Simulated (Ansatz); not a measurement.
In plane-wave PAW PBE (Ansatz code), Al2W in the orthorhombic phase (Fddd; Al on 16f, W on 8b) relaxes to a = 4.959 Å, b = 8.348 Å, c = 8.950 Å. Its formation energy from the elements is -0.062 eV/atom, with no fitted shifts.

Electronic character: metallic (no gap).

An equation-of-state fit gives a bulk modulus of 159 GPa.

The start of the workflow was typed in or built on a structure type; neither database checked (COD, Materials Project) lists it. Whether it is the stable phase at ambient conditions was not checked. The PBE relaxation kept the symmetry of its start; its stability against distortions is not shown here. The run is not spin-polarised. Axis ratios of metals converge slowly with the k-mesh, so a and c are less sure than the volume. The references are the lowest solids computed at this level, not always the standard phases. Spin–orbit coupling is left out wherever it is not named.

Potentials: the later of the program's two PAW sets.
